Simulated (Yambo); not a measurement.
Yambo run on Ag₂S (space group Cm, No. 8, within 0.06 Å of Cmcm). The wavefunctions are PBEsol (pw.x of Quantum ESPRESSO, ONCV potentials, no spin-orbit coupling) ones on a 4×4×2 mesh (44 occupied bands); a = 4.232 Å, b = 4.232 Å, c = 7.434 Å, α = 90.09°, β = 90.09°, γ = 67.84°.

Yambo input:

```
rim_cut
gw0
dyson
el_el_corr
HF_and_locXC
ppa
em1d
RandQpts= 1000000
RandGvec= 1 Ry
EXXRLvcs= 82 Ry
VXCRLvcs= 328 Ry
Chimod= "HARTREE"
% BndsRnXp
 17 | 200 |
%
NGsBlkXp= 7 Ry
% LongDrXp
 1.0 | 1.0 | 1.0 |
%
PPAPntXp= 27.2114 eV
% GbndRnge
 1 | 90 |
%
GTermKind= "BG"
DysSolver= "n"
ExtendOut
% QPkrange
 1 | 1 | 44 | 45 |
%
```

k points by index: 1 = Γ.

Resulting energies as the program prints them:

```
#    K-point    Band    Eo [eV]    E [eV]    E-Eo [eV]    Vxc [eV]    Vnlxc [eV]    Sc|Eo [eV]    Sc|E [eV]    dSc/dw|Eo [eV]    Re(Z)    Im(Z)
#
    1    44    0.000000    -0.454197    -0.454197    -19.67514    -23.39865    3.149093    3.269318    -7.201034    0.790741    -0.001346
    1    45    1.109639    1.502986    0.393346    -11.84636    -7.920753    -3.445772    -3.532263    -5.982109    0.819779    -0.001132
```
(The two width columns are left out.) Convergence of these settings isn't established.

Geometry of the Materials Project entry, not relaxed at this level.

The structure is a Materials Project entry; no match was found in the copy of COD used, and its stability was not checked.
